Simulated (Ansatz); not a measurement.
Input:

VPt:
```cif
data_PtV
_chemical_formula_sum 'Pt1 V1'
_space_group_name_H-M_alt 'P 1'
_space_group_IT_number 1
_cell_length_a 2.66990
_cell_length_b 2.66990
_cell_length_c 3.86537
_cell_angle_alpha 90.000
_cell_angle_beta 90.000
_cell_angle_gamma 90.000
loop_
_space_group_symop_operation_xyz
  'x, y, z'
loop_
_atom_site_label
_atom_site_type_symbol
_atom_site_fract_x
_atom_site_fract_y
_atom_site_fract_z
_atom_site_occupancy
Pt1 Pt 0.00000 0.00000 0.00000 1
V1 V 0.50000 0.50000 0.50000 1
```

This is the PBEsol-relaxed structure.

Question: All from DFT-PBEsol in the program Ansatz with PAW potentials, unless another level is named. Estimate the formation energy from the elements (no fitted shifts).

Answer: -0.58 eV/atom.

Question: What about the density of states at the Fermi level?

Answer: 0.62 states/eV per atom (mean over ±0.08 eV).

Question: And the gap with spin–orbit coupling?

Answer: none (metallic).

Space group P4/mmm (L1₀ or tetragonal B2). The workflow started from an entry of the Crystallography Open Database (COD). Whether it is the stable phase at ambient conditions was not checked. The cell was relaxed with PBEsol under the symmetry of its start; of distortions, only those at the zone centre were tested. The workflow began spin-polarised and lost its moments. The references are the lowest solids computed at this level, not always the standard phases. Spin–orbit coupling is left out wherever it is not named.

Potentials: the later of the program's two PAW sets.
